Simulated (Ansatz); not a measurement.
KRb2TlF6:
```yaml
crystal:
  lattice:
    - [0.00000, 4.63918, 4.63918]
    - [4.63918, 0.00000, 4.63918]
    - [4.63918, 4.63918, 0.00000]
  atoms:
    - { symbol: K, position: [0.50000, 0.50000, 0.50000] }
    - { symbol: Rb, position: [0.75000, 0.75000, 0.75000] }
    - { symbol: Rb, position: [0.25000, 0.25000, 0.25000] }
    - { symbol: Tl, position: [0.00000, 0.00000, 0.00000] }
    - { symbol: F, position: [0.76746, 0.23254, 0.23254] }
    - { symbol: F, position: [0.23254, 0.76746, 0.76746] }
    - { symbol: F, position: [0.23254, 0.76746, 0.23254] }
    - { symbol: F, position: [0.76746, 0.23254, 0.76746] }
    - { symbol: F, position: [0.23254, 0.23254, 0.76746] }
    - { symbol: F, position: [0.76746, 0.76746, 0.23254] }
```

Relaxed with r²SCAN. Special points in fractions of this cell's reciprocal vectors: Γ (0.000, 0.000, 0.000); X (0.500, 0.000, 0.500); U (0.625, 0.250, 0.625); K (0.375, 0.375, 0.750); L (0.500, 0.500, 0.500); W (0.500, 0.250, 0.750).

List the band energies nearest the valence-band maximum at these points for r²SCAN with spin–orbit coupling in the plane-wave PAW code Ansatz.

In eV from the valence-band maximum; about four levels below and three above (degenerate sets whole), none deeper than 8.9 eV; points with the same levels are listed once.

```
k                    below                above
-  -----------------------  -------------------
Γ  -0.25 -0.25 -0.25 -0.25  4.47 4.47 8.27 8.27
X  -0.38 -0.38 -0.25 -0.25  5.12 5.12 8.20 8.20
U  -0.30 -0.30 -0.12 -0.12  5.18 5.18 8.48 8.48
L      0.00 0.00 0.00 0.00  5.21 5.21 8.16 8.16
W  -0.35 -0.35 -0.09 -0.09  5.20 5.20 8.69 8.69
```

Space group Fm-3m. The first step of the workflow began from a Materials Project structure, measured or hypothetical; the Crystallography Open Database copy checked does not list it. Its standing as an ambient phase is unchecked. Symmetry was held in the r²SCAN relaxation; whether a distortion lowers the energy is not shown.

Potentials: the later of the program's two PAW sets.
